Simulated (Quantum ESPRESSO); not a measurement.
Ga3MgP3Se, a curve over strain

Simulated, not a measurement. The program is pw.x of Quantum ESPRESSO 7.5 (plane-wave density functional theory). The cell is made up: 8 atoms on a zincblende/diamond lattice, with randomly drawn elements, strain and displacements, not relaxed. PseudoDojo standard norm-conserving files (v0.5 for PBE, v0.4.1 for LDA and PBEsol) set the functional; there is no spin polarisation, spin-orbit coupling or dispersion term, and the masses in the input are unused placeholders.

Seven runs add a strain to one cell (the same linear strain along x, y and z); the atoms follow the cell and are not relaxed. Stress in the table is positive in tension.

Input of the run at +0.0005:

```
&control calculation='scf', pseudo_dir='./dojo.nc.sr.pbe.v0_5.standard.upf', outdir='./o', disk_io='medium', tprnfor=.true., tstress=.true. /
&system ibrav=0, nat=8, ntyp=4, nbnd=46, ecutwfc=85.99341389, nosym=.true., tot_charge=0,
 occupations='smearing', smearing='fd', degauss=0.0018374661
/
&electrons conv_thr=7.350e-09, electron_maxstep=60, /
ATOMIC_SPECIES
Ga 1.0 Ga.upf
Mg 1.0 Mg.upf
P 1.0 P.upf
Se 1.0 Se.upf
CELL_PARAMETERS angstrom
5.672 0.0 0.0
0.0 5.672 0.0
0.0 0.0 5.672
ATOMIC_POSITIONS angstrom
Ga 0.0187 0.1416 -0.1106
Mg -0.0655 2.8702 2.7815
Ga 2.8606 0.0146 2.8249
Ga 2.7141 2.8873 -0.0327
P 1.3524 1.4352 1.4403
P 1.417 4.3122 4.3435
Se 4.319 1.4257 4.1551
P 4.384 4.2518 1.3513
K_POINTS automatic
4 4 4 1 1 1
```

| added strain | free energy less that of the input shown (eV) | stress xx (GPa) | stress yy (GPa) | stress zz (GPa) | stress xy (GPa) | pressure (GPa) | next band up at Gamma (eV) | iterations |
| --- | --- | --- | --- | --- | --- | --- | --- | --- |
| -0.0172 | 0.1266 | -3.47 | -4.56 | -4.27 | 1.79 | 4.10 | 0.823 | 10 |
| -0.0152 | 0.1013 | -3.01 | -4.08 | -3.79 | 1.74 | 3.63 | 0.804 | 10 |
| -0.0088 | 0.0393 | -1.62 | -2.63 | -2.36 | 1.62 | 2.20 | 0.737 | 10 |
| -0.0030 | 0.0081 | -0.46 | -1.42 | -1.16 | 1.51 | 1.01 | 0.672 | 10 |
| +0.0005 | 0.0000 | 0.18 | -0.74 | -0.49 | 1.45 | 0.35 | 0.631 | 10 |
| +0.0158 | 0.0511 | 2.66 | 1.87 | 2.08 | 1.20 | -2.20 | 0.447 | 11 |
| +0.0224 | 0.1139 | 3.56 | 2.82 | 3.01 | 1.10 | -3.13 | 0.367 | 11 |

A cubic fit gives a slope of stress xx against the added strain of 182 GPa at zero added strain, with the atoms clamped. Across the table the free energy follows the integral of the stress to within 1.0 meV. A rerun of one of the cells at 1467 eV and a 6 x 6 x 6 mesh moved values by no more than 0.008 eV in energy, 0.02 GPa in stress and 0.003 eV/Å in force. The band column is the level of band 41 at Gamma less that of band 40, whose number is half the electron count, rounded up; it comes from a band step after each run.